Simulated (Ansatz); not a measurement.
**Relaxation path: Y2C**

DFT, r2SCAN, PAW with Ansatz's default frozen-core files, scalar-relativistic (Ansatz 0.2.0); a Γ-centred 12×12×12 k mesh, Fermi–Dirac smearing of 0.05 eV, no spin polarisation. The run relaxes cell and atoms at a target pressure of 0 GPa.

Command: `ansatz run input.yaml --threads 1 --pin off --max-ram 3072MiB --backend cpu --events-out ev --progress --plain --runs-dir out` It took 110 s on 1 thread of AMD EPYC 7R43 64-Core Processor (Zen 3) (shared host), peak memory 0.75 GiB.

```yaml
crystal:
  lattice:
    - [1.812415, 1.0463982881, 5.988]
    - [-1.812415, 1.0463982881, 5.988]
    - [0.0, -2.0927965763, 5.988]
  atoms:
    - { symbol: "Y", position: [0.25793, 0.25793, 0.25793] }
    - { symbol: "Y", position: [0.74207, 0.74207, 0.74207] }
    - { symbol: C, position: [0.0, 0.0, 0.0] }
kpoints:
  mp_grid: { grid: [12, 12, 12] }
scf:
  occupations: { method: fermi_dirac, width: 0.05 }
hamiltonian:
  xc: r2scan
  pseudopotentials: { kind: paw }
output:
  forces: true
  stress: true
  write_density: true
  write_potential: true
  elf: true
  volumetric_format: npy
relax:
  f_tol: 0.005
  max_steps: 50
  cell: {}
```

Each step lists its free energy a cell above the last geometry, the pressure, the cell vectors (Å), and Cartesian positions (Å) with forces (eV/Å).

The first step:

```
step 1  dF = 19.40 meV  P = 0.38 GPa
  cell 1.8124 1.0464 5.9880  -1.8124 1.0464 5.9880  0.0000 -2.0928 5.9880
  Y 0.0000 0.0000 4.6335   0.0000 0.0000 0.3439
  Y 0.0000 0.0000 13.3305   0.0000 0.0000 -0.3439
  C 0.0000 0.0000 0.0000   0.0000 0.0000 0.0000
```

The PAW files were made under PBE.

Q: Where does the relaxation end, and by which steps?

A: After 5 geometries, with conventional a, b, c = 3.618, 3.618, 18.388 Å, at 23.161 Å³/atom (+1.98 % against the start) in space group R-3m, with a shortest distance of 2.485 Å. The further steps:
```
step 2  dF = 308.09 meV  P = 2.18 GPa  (not accepted)
  cell 1.8393 1.0619 6.2740  -1.8393 1.0619 6.2740  0.0000 -2.1238 6.2740
  Y 0.0000 0.0000 5.0574   0.0000 0.0000 -1.9981
  Y 0.0000 0.0000 13.7646   0.0000 0.0000 1.9981
  C 0.0000 0.0000 0.0000   0.0000 0.0000 0.0000
step 3  dF = 1.08 meV  P = -0.24 GPa
  cell 1.8141 1.0474 6.1293  -1.8141 1.0474 6.1293  0.0000 -2.0947 6.1293
  Y 0.0000 0.0000 4.7879   0.0000 0.0000 -0.0775
  Y 0.0000 0.0000 13.6001   0.0000 0.0000 0.0775
  C 0.0000 0.0000 0.0000   0.0000 0.0000 0.0000
step 4  dF = 0.24 meV  P = -0.24 GPa
  cell 1.8118 1.0460 6.1288  -1.8118 1.0460 6.1288  0.0000 -2.0921 6.1288
  Y 0.0000 0.0000 4.7817   0.0000 0.0000 0.0120
  Y 0.0000 0.0000 13.6046   0.0000 0.0000 -0.0120
  C 0.0000 0.0000 0.0000   0.0000 0.0000 0.0000
step 5  dF = 0.00 meV  P = 0.02 GPa
  cell 1.8090 1.0444 6.1292  -1.8090 1.0444 6.1292  0.0000 -2.0889 6.1292
  Y 0.0000 0.0000 4.7823   0.0000 0.0000 -0.0040
  Y 0.0000 0.0000 13.6052   0.0000 0.0000 0.0040
  C 0.0000 0.0000 0.0000   0.0000 0.0000 0.0000
step 6  dF = -0.25 meV  P = 0.02 GPa  (same geometry on a basis chosen anew; earlier energies don't compare to the last digit)
  cell 1.8090 1.0444 6.1292  -1.8090 1.0444 6.1292  0.0000 -2.0889 6.1292
  Y 0.0000 0.0000 4.7823   0.0000 0.0000 -0.0040
  Y 0.0000 0.0000 13.6052   0.0000 0.0000 0.0040
  C 0.0000 0.0000 0.0000   0.0000 0.0000 0.0000
```
